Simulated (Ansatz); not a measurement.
# How much do the gradients of La3GeI3 depend on the method?

Cell: an entry of the Crystallography Open Database (COD) whose atoms were relaxed with PBE, the cell held.

```cif
data_La3GeI3
_symmetry_space_group_name_H-M 'I4_132'
_symmetry_Int_Tables_number 214
_cell_length_a 12.6036
_cell_length_b 12.6036
_cell_length_c 12.6036
_cell_angle_alpha 90.000
_cell_angle_beta 90.000
_cell_angle_gamma 90.000
loop_
_atom_site_label
_atom_site_type_symbol
_atom_site_symmetry_multiplicity
_atom_site_Wyckoff_symbol
_atom_site_fract_x
_atom_site_fract_y
_atom_site_fract_z
La La 24 g 0.3617 0.8750 0.3883
Ge Ge 8 a 0.8750 0.3750 0.1250
I I 24 h 0.6250 0.8850 0.3650
```

One atom of each set is listed; the run and its k-mesh use a cell of 28 atoms with edges of 10.92, 10.92, 10.92 Å.

First run. Level of theory: DFT, PBE, plane waves and PAW, scalar-relativistic, 420 eV cutoff, Γ-centred 4×4×4 k-points, Fermi–Dirac smearing 0.05 eV (Ansatz 0.2.0).

```json
{"site": "La", "V_zz (10²¹ V/m²)": "6.83", "η": "0.49"}
{"site": "Ge", "V_zz (10²¹ V/m²)": "0.83", "η": "0.00"}
{"site": "I", "V_zz (10²¹ V/m²)": "7.83", "η": "0.30"}
```

Second run. The same atoms and settings, except that the functional is r2SCAN and the cutoff is 500 eV.

Problem. What does the second run give?

Solution. 

| site | V_zz | η | change of V_zz |
| --- | --- | --- | --- |
| La | 6.90 | 0.43 | +0.07 |
| Ge | 0.72 | 0.00 | -0.11 |
| I | 7.15 | 0.20 | -0.68 |

The largest change of V_zz is on I, from 7.83 to 7.15. In per cent, |V_zz| changes by +1 on La, -9 on I (all sites that start above 2).

The run finds no gap above 0.1 eV (a metal, or nearly one), so the gradients can move by 10 % or more with the k-mesh. Without spin–orbit coupling the gradients at and beside I can be off by some per cent, at some sites by more.
For the second run: With these PAW files V_zz is typically within 2 to 3 % of all-electron values, but misses above 10 % occur on I.
